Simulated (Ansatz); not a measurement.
Si2Mo:
Space group P6₂22 (No. 180); a = b = 4.585 Å, c = 6.577 Å, α = β = 90.00°, γ = 120.00°

```tsv
atom	site	symmetry	x	y	z
Si	6j	..2	0.3277	0.1639	0.1667
Mo	3d	222	0.5000	0.0000	0.5000
```

Relaxed with r²SCAN.

Task: Give the optical modes at the zone centre with their infrared activity from DFPT, DFT-r²SCAN in the program Ansatz with PAW potentials.

Result: Transverse frequencies, without the LO–TO term; a row sums one degenerate level.

```tsv
ω (cm⁻¹)	degeneracy	IR ((D/Å)²/amu)	activity	symmetry
199	1	0.00	IR-inactive	B2
218	2	6.26	IR	E1
222	1	0.00	IR-inactive	B1
237	2	105.60	IR	E1
264	1	53.77	IR	A2
270	2	0.00	IR-inactive	E2
283	2	16.40	IR	E1
290	1	0.00	IR-inactive	B2
290	1	0.00	IR-inactive	B1
341	2	0.00	IR-inactive	E2
359	2	125.66	IR	E1
372	1	73.08	IR	A2
380	1	0.00	IR-inactive	B1
398	1	0.00	IR-inactive	A1
398	2	0.00	IR-inactive	E2
419	2	0.00	IR-inactive	E2
```

Task: How high does the top mode go among those that the LO–TO term moves?

Result: 438 cm⁻¹ for q along x, 438 cm⁻¹ for q along y, 463 cm⁻¹ for q along z.

Space group P6_222. The workflow started from a Materials Project entry (that database holds measured and hypothetical structures alike); the Crystallography Open Database copy checked does not list it. It is not the phase usual at ambient conditions (space group No. 139). The cell was relaxed with r²SCAN under the symmetry of its start; phonons on a q-mesh show no instability. No spin polarisation was allowed.

Potentials: the earlier of the program's two PAW sets.
